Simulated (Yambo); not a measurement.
KSO2F (space group P2_1/m, No. 11), G0W0@LDA in Yambo with this input:

```
rim_cut
gw0
dyson
el_el_corr
HF_and_locXC
ppa
em1d
RandQpts= 1000000
RandGvec= 1 Ry
EXXRLvcs= 84 Ry
VXCRLvcs= 336 Ry
Chimod= "HARTREE"
% BndsRnXp
 1 | 269 |
%
NGsBlkXp= 7 Ry
% LongDrXp
 1.0 | 1.0 | 1.0 |
%
PPAPntXp= 27.2114 eV
% GbndRnge
 1 | 269 |
%
GTermKind= "BG"
DysSolver= "n"
ExtendOut
```

On a 2×2×2 mesh, with wavefunctions cut at 84 Ry, the gap ((-0.5, 0, -0.5) → (-0.5, 0, 0)) is 7.464 eV and the valence edge shifts by -1.669 eV.

Problem. What happens with this change: no random integration?

Solution. The gap falls by 0.066 eV, to 7.398 eV; the shift of the valence edge becomes -1.493 eV. Neither run is shown to be the converged limit.

Geometry of the Materials Project entry, not relaxed at this level; primitive cell a = 4.709 Å, b = 5.816 Å, c = 7.151 Å, α = γ = 90.00°, β = 108.35°.

A shift is the quasiparticle energy of the state minus its LDA energy.
